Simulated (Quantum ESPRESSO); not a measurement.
TaHfWO7F, convergence and cost over cutoff and k mesh

A calculation, not a measurement. The program is pw.x of Quantum ESPRESSO 7.5 (plane-wave density functional theory). The cell is made up: 11 atoms on a rutile lattice with one site empty, with randomly drawn elements, strain and displacements, not relaxed. PseudoDojo standard norm-conserving files (v0.5 for PBE, v0.4.1 for LDA and PBEsol) set the functional; there is no spin polarisation, spin-orbit coupling or dispersion term, and the masses in the input are unused placeholders.

The hafnium pseudopotential is less sure than the others, with forces about 3 percent (worst 6) and pressure in oxides about 1.5 GPa (worst 2.7) from a second method in checks, which no rerun with the same files tests.

Input of the run in row 4:

```
&control calculation='scf', pseudo_dir='./dojo.nc.sr.pbe.v0_5.standard.upf', outdir='./o', disk_io='medium', tprnfor=.true., tstress=.true. /
&system ibrav=0, nat=11, ntyp=5, nbnd=50, ecutwfc=84.00895049, nosym=.true., tot_charge=0,
 occupations='smearing', smearing='fd', degauss=0.0018374661
/
&electrons conv_thr=7.350e-09, electron_maxstep=60, /
ATOMIC_SPECIES
F 1.0 F.upf
Hf 1.0 Hf.upf
O 1.0 O.upf
Ta 1.0 Ta.upf
W 1.0 W.upf
CELL_PARAMETERS angstrom
4.9175 0.0293 -0.0146
0.0293 5.017 -0.0397
-0.0194 -0.0526 6.5072
ATOMIC_POSITIONS angstrom
Ta 0.0199 0.0012 0.0175
Hf 2.3898 2.5269 1.6104
W 2.4344 2.4924 4.8956
O 1.5118 1.6061 -0.0412
F 3.4085 3.4824 -0.0546
O 3.935 1.0028 1.5536
O 0.9691 4.0792 1.6255
O 1.4745 1.5075 3.1917
O 3.4157 3.49 3.2095
O 3.9179 0.915 4.9011
O 0.9735 4.0039 4.7926
K_POINTS automatic
5 4 4 1 1 1
```

The same cell was run at these settings. Meshes are shifted by half a step, and differences are from the last row, which is itself not exact.

```
cutoff (eV)     k mesh  k points solved  threshold (eV)  free energy less the last row's (eV)  pressure (GPa)  largest stress difference (GPa)  largest force difference (eV/Å)  iterations  wall time (s)  k-point pools              processor
        800  2 x 2 x 2                4           1e-04                                 1.274          -33.39                             9.02                            0.068          15             97              1  AMD EPYC, Zen 5 class
       1143  1 x 1 x 1                1           1e-07                                 0.460          -23.82                             2.64                            0.645          21             51              4      Intel Xeon, older
        670  5 x 4 x 4               40           1e-07                                 6.085          -53.49                            29.08                            0.079          21            165              4      Intel Xeon, older
       1143  5 x 4 x 4               40           1e-07                                 0.004          -24.44                             0.02                            0.003          21           1461              1  AMD EPYC, Zen 5 class
       1437  7 x 6 x 6              126           1e-07                                 0.000          -24.42                             0.00                            0.000          21           1423              4      Intel Xeon, older
```

Each pool is one process. Wall times include start-up and a band step at six k points, which weighs most on the coarsest meshes. The runs were on shared virtual cores whose load varied, so times are rough.